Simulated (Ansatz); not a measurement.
TiC:
```yaml
crystal:
  lattice:
    - [4.24883, 0.00000, 0.00000]
    - [0.00000, 4.24883, 0.00000]
    - [0.00000, 0.00000, 4.24883]
  atoms:
    - { symbol: Ti, position: [0.00000, 0.50000, 0.50000] }
    - { symbol: Ti, position: [0.50000, 0.00000, 0.50000] }
    - { symbol: Ti, position: [0.50000, 0.50000, 0.00000] }
    - { symbol: C, position: [0.50000, 0.00000, 0.00000] }
    - { symbol: C, position: [0.00000, 0.50000, 0.00000] }
    - { symbol: C, position: [0.00000, 0.00000, 0.50000] }
```

Relaxed with r²SCAN.

### Question
Map the valence electron density (e/Å³), cut off at 3 on the plane through (0.000, 0.500, 0.500) spanned by u = [1, 0, 0] and v = [0, 1, 0] in lattice vectors, from the program Ansatz at the r²SCAN level (PAW).

### Answer
x is the fraction of u, y of v (the angle between them is 90°; rows are the nearest grid lines); atoms in the plane: Ti at (0.00, 0.00), Ti at (0.50, 0.50), C at (0.00, 0.50).
```
|9999200000000000029999|
|9998200000000000028999|
|9994100000000000014999|
|9951000000000000001599|
|3210000000000000000123|
|1100000000000000000011|
|1110000000110000000111|
|3221000013553100001223|
|4432100159999510012344|
|5543111499999941113455|
|4553211599999951123554|
|4553211599999951123554|
|5543111499999941113455|
|4432100159999510012344|
|3221000013553100001223|
|1110000000110000000111|
|1100000000000000000011|
|3210000000000000000123|
|9951000000000000001599|
|9994100000000000014999|
|9998200000000000028999|
|9999200000000000029999|
```
Scale: ten equal steps from 0.151 (start of '0') to 3.00 (end of '9'), in the order '0123456789'; x runs from 0.000 to 1.00, y from 0.000 (bottom) to 1.00 (top).

The density is the valence pseudo-density with augmentation charge, so density and ELF within about 1 Å of a nucleus are not all-electron values.

Space group Pm-3m. The start of the workflow was typed in or built on a structure type; neither database checked (COD, Materials Project) lists it. It is not the phase usual at ambient conditions (space group No. 225). The cell was relaxed with r²SCAN under the symmetry of its start; whether a distortion lowers the energy is not shown. No spin polarisation was allowed. Its formation energy is positive at this level, so the cell may be metastable or incomplete.

Potentials: the earlier of the program's two PAW sets. The files were generated under PBE; for other functionals the program regenerates the frozen cores, and for LDA and PBEsol the local potential too.
